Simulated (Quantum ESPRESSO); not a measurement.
Au4InTa2Al, input and log of a self-consistent run

A calculation, not a measurement. The program is pw.x of Quantum ESPRESSO 7.5 (plane-wave density functional theory). The cell is made up: eight metal atoms on a face-centred cubic lattice, with elements, volume, strain and displacements drawn at random and not relaxed, so it may be unstable or far from any real phase. PseudoDojo standard norm-conserving files set the functional (PBE unless stated); there is no spin polarisation or spin-orbit coupling, the Fermi-Dirac width of 0.25 eV means electrons at about 2900 K, and the masses in the input are unused placeholders. Heavy elements are run without spin-orbit coupling, which real alloys of them have. A spin test at this wide smearing found no moment, but such smearing suppresses magnetism that the real alloy may have.

Input:

```
&control calculation='scf', pseudo_dir='./dojo.nc.sr.pbe.v0_5.standard.upf', outdir='./o', disk_io='minimal', tprnfor=.true., tstress=.true. /
&system ibrav=0, nat=8, ntyp=4, nbnd=69, ecutwfc=75.99759826, nosym=.true., tot_charge=0,
 occupations='smearing', smearing='fd', degauss=0.0183746611
/
&electrons conv_thr=1.470e-08, electron_maxstep=70, mixing_beta=0.5 /
ATOMIC_SPECIES
Al 1.0 Al.upf
Au 1.0 Au.upf
In 1.0 In.upf
Ta 1.0 Ta.upf
CELL_PARAMETERS angstrom
-2.1265 -4.2531 -2.1265
-4.2531 2.1265 2.1265
0.0 4.2531 -4.2531
ATOMIC_POSITIONS angstrom
Au -0.1835 0.0019 0.0067
In 0.0144 2.0685 -2.2102
Au -2.144 2.0515 -0.038
Ta -2.0871 4.2682 -2.0799
Au -2.056 -0.0273 -2.0674
Au -1.9634 2.2315 -4.2898
Al -4.2539 -0.0804 0.0027
Ta -4.2979 2.0904 -2.1715
K_POINTS automatic
5 5 4 1 1 1
```

The log is shortened where brackets say so; the opening notice, blank lines, dates and the lines on written files are dropped, and the path of the files is cut. It prints rydbergs, bohrs and kilobars, and counts compression as positive stress. Its total energy is the free energy E - TS of the whole cell.

```
     Program PWSCF v.7.5
     Parallel version (MPI & OpenMP), running on       4 processor cores
     Number of MPI processes:                 4
     Threads/MPI process:                     1
     [start-up lines left out]
     bravais-lattice index     =            0
     lattice parameter (alat)  =       9.8434  a.u.
     unit-cell volume          =    1038.3308 (a.u.)^3
     number of atoms/cell      =            8
     number of atomic types    =            4
     number of electrons       =       118.00
     number of Kohn-Sham states=           69
     kinetic-energy cutoff     =      75.9976  Ry
     charge density cutoff     =     303.9904  Ry
     scf convergence threshold =      1.5E-08
     mixing beta               =       0.5000
     number of iterations used =            8  plain     mixing
     Exchange-correlation= PBE
                           (   1   4   3   4   0   0   0)
     [axes and pseudopotential details left out]
   Cartesian axes
     site n.     atom                  positions (alat units)
         1        Au     tau(   1) = (  -0.0352280   0.0003648   0.0012863  )
         2        In     tau(   2) = (   0.0027645   0.3971071  -0.4243105  )
         3        Au     tau(   3) = (  -0.4116015   0.3938435  -0.0072952  )
         4        Ta     tau(   4) = (  -0.4006779   0.8194019  -0.3992957  )
         5        Au     tau(   5) = (  -0.3947074  -0.0052410  -0.3968960  )
         6        Au     tau(   6) = (  -0.3769302   0.4283996  -0.8235486  )
         7        Al     tau(   7) = (  -0.8166566  -0.0154351   0.0005183  )
         8        Ta     tau(   8) = (  -0.8251036   0.4013115  -0.4168809  )
     number of k points=    50  Fermi-Dirac smearing, width (Ry)=  0.0184
                       cart. coord. in units 2pi/alat
        k(    1) = (  -0.1722293   0.0267890  -0.1263029), wk =   0.0400000
        k(    2) = (  -0.2105029   0.1416064  -0.3176693), wk =   0.0400000
     [further k points left out]
     Dense  grid:    92939 G-vectors     FFT dimensions: (  60,  60,  64)
     Estimated max dynamical RAM per process >     333.10 MB
     Estimated total dynamical RAM >       1.23 GB
     Initial potential from superposition of free atoms
     starting charge     117.9914, renormalised to     118.0000
     Starting wfcs are   73 randomized atomic wfcs
     total cpu time spent up to now is        7.1 secs
     per-process dynamical memory:   254.8 Mb
     Self-consistent Calculation
     iteration #  1     ecut=    76.00 Ry     beta= 0.50
     Davidson diagonalization with overlap
     ethr =  1.00E-02,  avg # of iterations =  3.1
     total cpu time spent up to now is       23.2 secs
     total energy              =   -1582.62068523 Ry
     estimated scf accuracy    <       1.78062792 Ry
     iteration #  2     ecut=    76.00 Ry     beta= 0.50
     Davidson diagonalization with overlap
     ethr =  1.51E-03,  avg # of iterations =  4.0
     total cpu time spent up to now is       40.9 secs
     total energy              =   -1582.84128523 Ry
     estimated scf accuracy    <       5.69371425 Ry
     iteration #  3     ecut=    76.00 Ry     beta= 0.50
     Davidson diagonalization with overlap
     ethr =  1.51E-03,  avg # of iterations =  3.4
     total cpu time spent up to now is       55.4 secs
     total energy              =   -1583.51245286 Ry
     estimated scf accuracy    <       0.10726334 Ry
     iteration #  4     ecut=    76.00 Ry     beta= 0.50
     Davidson diagonalization with overlap
     ethr =  9.09E-05,  avg # of iterations =  5.6
     total cpu time spent up to now is       71.5 secs
     total energy              =   -1583.52813678 Ry
     estimated scf accuracy    <       0.02660002 Ry
     iteration #  5     ecut=    76.00 Ry     beta= 0.50
     Davidson diagonalization with overlap
     ethr =  2.25E-05,  avg # of iterations =  3.8
     total cpu time spent up to now is       88.2 secs
     total energy              =   -1583.52776363 Ry
     estimated scf accuracy    <       0.07985555 Ry
     [iterations 6 to 8 left out]
     iteration #  9     ecut=    76.00 Ry     beta= 0.50
     Davidson diagonalization with overlap
     ethr =  4.96E-08,  avg # of iterations =  3.2
     total cpu time spent up to now is      150.2 secs
     total energy              =   -1583.53625128 Ry
     estimated scf accuracy    <       0.00001454 Ry
     iteration # 10     ecut=    76.00 Ry     beta= 0.50
     Davidson diagonalization with overlap
     ethr =  1.23E-08,  avg # of iterations =  2.0
     total cpu time spent up to now is      164.6 secs
     total energy              =   -1583.53625365 Ry
     estimated scf accuracy    <       0.00000278 Ry
     iteration # 11     ecut=    76.00 Ry     beta= 0.50
     Davidson diagonalization with overlap
     ethr =  2.36E-09,  avg # of iterations =  2.1
     total cpu time spent up to now is      177.7 secs
     total energy              =   -1583.53625414 Ry
     estimated scf accuracy    <       0.00000014 Ry
     iteration # 12     ecut=    76.00 Ry     beta= 0.50
     Davidson diagonalization with overlap
     ethr =  1.19E-10,  avg # of iterations =  4.4
     total cpu time spent up to now is      193.8 secs
     total energy              =   -1583.53625417 Ry
     estimated scf accuracy    <       0.00000003 Ry
     iteration # 13     ecut=    76.00 Ry     beta= 0.50
     Davidson diagonalization with overlap
     ethr =  2.95E-11,  avg # of iterations =  2.1
     total cpu time spent up to now is      209.4 secs
     End of self-consistent calculation
     [lines on levels left out]
!    total energy              =   -1583.53625417 Ry
     estimated scf accuracy    <          8.0E-09 Ry
     smearing contrib. (-TS)   =      -0.07852346 Ry
     internal energy E=F+TS    =   -1583.45773071 Ry
     The total energy is F=E-TS. E is the sum of the following terms:
     one-electron contribution =    -576.83947197 Ry
     hartree contribution      =     344.89273603 Ry
     xc contribution           =    -309.48312166 Ry
     ewald contribution        =   -1042.02787311 Ry
     convergence has been achieved in  13 iterations
     Forces acting on atoms (cartesian axes, Ry/au):
     atom    1 type  2   force =     0.07192626    0.01917757    0.02007262
     atom    2 type  3   force =     0.00086875    0.00107597    0.02129616
     atom    3 type  2   force =    -0.02516182    0.00667991    0.00829251
     atom    4 type  4   force =    -0.00732653    0.02024300    0.00048632
     atom    5 type  2   force =    -0.02671066    0.00315282   -0.04844802
     atom    6 type  2   force =    -0.05178810   -0.04642707    0.01121098
     atom    7 type  1   force =     0.01377142    0.00311673    0.00848847
     atom    8 type  4   force =     0.02442068   -0.00701893   -0.02139903
     Total force =     0.130455     Total SCF correction =     0.000196
     Computing stress (Cartesian axis) and pressure
          total   stress  (Ry/bohr**3)                   (kbar)     P=      -56.25
  -0.00044860   0.00000850   0.00008771          -65.99        1.25       12.90
   0.00000850  -0.00032818  -0.00007213            1.25      -48.28      -10.61
   0.00008771  -0.00007213  -0.00037037           12.90      -10.61      -54.48
     init_run     :      6.03s CPU      6.27s WALL (       1 calls)
     electrons    :    201.24s CPU    202.41s WALL (       1 calls)
     forces       :      2.41s CPU      2.46s WALL (       1 calls)
     stress       :      8.77s CPU      9.01s WALL (       1 calls)
     [timing details left out]
     PWSCF        :   3m39.22s CPU   3m40.95s WALL
     JOB DONE.
```

In other units: free energy -21545.108 eV for the cell, pressure -5.63 GPa, largest force component 1.849 eV/Å in size. The run took 223 s of wall time with four MPI processes on a shared machine (Intel Xeon, older, virtual cores), so the time is rough. A rerun of this cell at a higher cutoff and on a denser mesh moved values by no more than 0.005 eV in energy, 0.04 GPa in stress and 0.006 eV/Å in force, and a second program with other atomic files agreed on that cell to 2 % rms in force and 0.5 GPa in pressure.